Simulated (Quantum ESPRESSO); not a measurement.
Empty bands for a GW run on Si (space group P6_3/mmc, No. 194): 177 bands on a 6×6×2 mesh, LDA, PseudoDojo standard norm-conserving files, scalar-relativistic, Quantum ESPRESSO. The input, in which only the diagonalization keyword changes:

```
&CONTROL
  calculation = 'nscf'
  pseudo_dir = './pseudo'
  outdir = './out'
/
&SYSTEM
  ibrav = 0
  nat = 4
  ntyp = 1
  ecutwfc = 32.0
  ecutrho = 128.0
  occupations = 'fixed'
  force_symmorphic = .true.
  nbnd = 177
/
&ELECTRONS
  conv_thr = 4e-09
  diago_full_acc = .true.
  diago_thr_init = 1e-08
  diagonalization = 'david'
/
ATOMIC_SPECIES
Si 28.0850 Si.upf
CELL_PARAMETERS angstrom
  3.799345825966   0.000000000000   0.000000000000
 -1.899672912983   3.290330003049   0.000000000000
  0.000000000000   0.000000000000   6.273776969000
ATOMIC_POSITIONS crystal
Si   0.333333333000   0.666666667000   0.062862097200
Si   0.666666666333   0.333333333667   0.937137902800
Si   0.666666666333   0.333333333667   0.562862097200
Si   0.333333333000   0.666666667000   0.437137902800
K_POINTS automatic
6 6 2 0 0 0
```

| diagonalization | mean iterations per k point | rough time | largest change of an eigenvalue (eV) |
|---|---|---|---|
| david | 16 | 1 | – |
| cg | 43 | about 3× | 1e-06 |
| paro | 15 | within a factor of two | 5e-08 |

An iteration means different work in each solver, so the counts don't rank them. Times are rough ratios from shared machines.

Geometry relaxed with LDA.
